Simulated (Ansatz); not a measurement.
BaTiO3:
```xyz
5
Lattice="3.9729 0.0000 0.0000 0.0000 3.9729 0.0000 0.0000 0.0000 4.1121" Properties=species:S:1:pos:R:3 pbc="T T T"
Ba     1.9865     1.9865     2.4055
Ti     0.0000     0.0000     0.4237
O      0.0000     1.9865     0.2588
O      1.9865     0.0000     0.2588
O      0.0000     0.0000     2.2455
```

r²SCAN (plane waves, PAW; program Ansatz) gives a gap of 2.23 eV without spin–orbit coupling, maximum at A, minimum at Γ.

**Question.** What happens when spin–orbit coupling is switched on?

**Answer.** The gap stays essentially unchanged, to 2.23 eV; maximum at A, minimum at Γ.

**Question.** Give the electron effective mass with spin–orbit coupling.

**Answer.** 0.46, 0.46, 8.8 mₑ (principal values).

**Question.** Give the hole effective mass with spin–orbit coupling.

**Answer.** 0.84, 0.84, 23 mₑ (principal values).

Space group P4mm. The r²SCAN relaxation kept the symmetry of its start. At this level the phase is dynamically unstable (imaginary phonons). No spin polarisation was allowed.

Potentials: the earlier of the program's two PAW sets.
